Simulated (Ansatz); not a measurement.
# Surface calculation: hcp Zn (0001), 6 layers

The slab is cut from the hcp crystal, the stable phase, as relaxed on PAW files (15.32 Å³/atom), with 16 Å of vacuum and a dipole correction:

```yaml
crystal:
  lattice:
    - [2.63563, 0.00000, 0.00000]
    - [-1.31781, 2.28252, 0.00000]
    - [0.00000, 0.00000, 28.73130]
  atoms:
    - { symbol: Zn, position: [0.83333, 0.16667, 0.27844] }
    - { symbol: Zn, position: [0.16667, 0.83333, 0.36706] }
    - { symbol: Zn, position: [0.83333, 0.16667, 0.45569] }
    - { symbol: Zn, position: [0.16667, 0.83333, 0.54431] }
    - { symbol: Zn, position: [0.83333, 0.16667, 0.63294] }
    - { symbol: Zn, position: [0.16667, 0.83333, 0.72156] }
```

All numbers are PBE results (scalar-relativistic) from Ansatz 0.2.0, with a Γ-centred 16×16×1 k mesh, Fermi–Dirac smearing of 0.08 eV, no spin polarisation. Methods: LAPW: all electrons, basis error target 1 meV/atom; PAW: frozen-core files, cutoff 420 eV.

The bulk energy comes from a cell in the slab's orientation on a 16×16×7 mesh. The surface energy is (E(slab) − N·E(bulk))/2A at zero smearing, the mean of both faces; thin slabs carry quantum-size effects.

Q: As cut, the LAPW slab lies 0.247 eV above 6 atoms of bulk. What surface energy is that?

A: Over two faces of 6.02 Å² it is 20.5 meV/Å², and times 16.02 J/m² per eV/Å² that gives γ = 0.328 J/m².

Q: What do relaxation and the other method give, and what work function comes out?

A: 

```csv
method,γ as cut (J/m²),γ relaxed (J/m²),Φ as cut (eV),Φ relaxed (eV)
LAPW,0.328,0.310,4.11,4.13
PAW,0.328,0.309,4.11,4.13
```

Q: How do the spacings between the planes relax?

A: From the bottom face up: d12 -0.9 % of 2.546 Å, d23 -3.9 % of 2.546 Å, d34 -2.0 % of 2.546 Å, d45 -3.9 % of 2.546 Å, d56 -0.9 % of 2.546 Å.

Q: A field of 0.1 V/Å is applied along the normal, atoms held. What follows?

A: LAPW finds an induced dipole of 0.0517 e·Å a cell (PAW 0.0517), that is 15.55 Å for 4πα over the area, against 12.44 Å between the outer atoms.

Q: A 2p core hole is made on one atom of each kind in every 1×1 cell (PAW hole dataset, neutral cell, valence without spin). What does it cost by layer?

A: layer 1 1025.79 eV, layer 2 1025.89 eV, layer 3 1025.89 eV. Shifts between layers mean more than the absolute values, and a whole layer of holes screens otherwise than one hole.
